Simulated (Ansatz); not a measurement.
The relaxed structure here is a generated cell of TiAl: the first start was made by placing the elements on the sites of a structure type, and the end was not matched to a known phase here, so it may be hypothetical. Known forms of TiAl include space group No. 123.

One stationary structure of TiAl. These are PBE (plane waves to 420 eV, PAW, scalar-relativistic; Ansatz, a first-principles code) values and carry that method's errors.

```xyz
2
Lattice="1.4423 0.8327 4.6670 -1.4423 0.8327 4.6670 0.0000 -1.6654 4.6670" Properties=species:S:1:pos:R:3 pbc="T T T"
Al     0.0000     0.0000     0.0000
Ti     0.0000     0.0000     7.0004
```

Question: Determine the symmetry and give the standard cell with its independent sites.

Answer: Space group R-3m, hexagonal axes (No. 166); a = b = 2.8846 Å, c = 14.0009 Å, α = β = 90.00°, γ = 120.00°

```json
[
 {"atom": "Al", "site": "3a", "symmetry": "-3m", "x": "0.0000", "y": "0.0000", "z": "0.0000"},
 {"atom": "Ti", "site": "3b", "symmetry": "-3m", "x": "0.0000", "y": "0.0000", "z": "0.5000"}
]
```

This is the AFLOW prototype AB_hR2_166_a_b (L1_1, as in CuPt).

Question: Give the shortest distances between elements (the closest pairs, up to four, under 3.6 Å).

Answer: Al–Ti 2.87 Å; Al–Al 2.88 Å; Ti–Ti 2.88 Å.

| Property | Result |
|---|---|
| Volume per atom | 16.81 Å³ |
| Band gap | zero (metallic) |

No spin polarisation in the result.

The run could not lose the symmetry of its start, so the end can be a saddle point.

All atoms sit on sites fixed by symmetry, so only the cell could relax.
